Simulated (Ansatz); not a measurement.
CoPdO2 (R-3m), relaxed and computed with several functionals in Ansatz (plane waves, PAW).

```json
[
 {"functional": "r²SCAN", "a (Å)": "…", "c (Å)": "…", "V (Å³/atom)": "…"},
 {"functional": "PBE", "a (Å)": "2.862", "c (Å)": "17.839", "V (Å³/atom)": "10.55"},
 {"functional": "HSE06", "a (Å)": "2.830", "c (Å)": "17.616", "V (Å³/atom)": "10.18"}
]
```

Question: Some entries are withheld; supply them.

Answer: 
- r²SCAN, a (Å): 2.825
- r²SCAN, c (Å): 17.762
- r²SCAN, V (Å³/atom): 10.23

Began spin-polarised and lost the moments: CoPdO2, R-3m (Co on 3b, Pd on 3a, O on 6c) with r²SCAN; CoPdO2, R-3m (Co on 3b, Pd on 3a, O on 6c) with PBE; CoPdO2, R-3m (Co on 3b, Pd on 3a, O on 6c) with HSE06. All cells were relaxed under the symmetry of their starts (and spin orders); stability against distortions was not tested throughout. No Hubbard U is applied. Spin–orbit coupling is left out wherever it is not named.

Potentials: the earlier of the program's two PAW sets. The files were generated under PBE; for other functionals the program regenerates the frozen cores, and for LDA and PBEsol the local potential too.

Ansatz (a quantum-chemistry and plane-wave program) is a plane-wave DFT program.
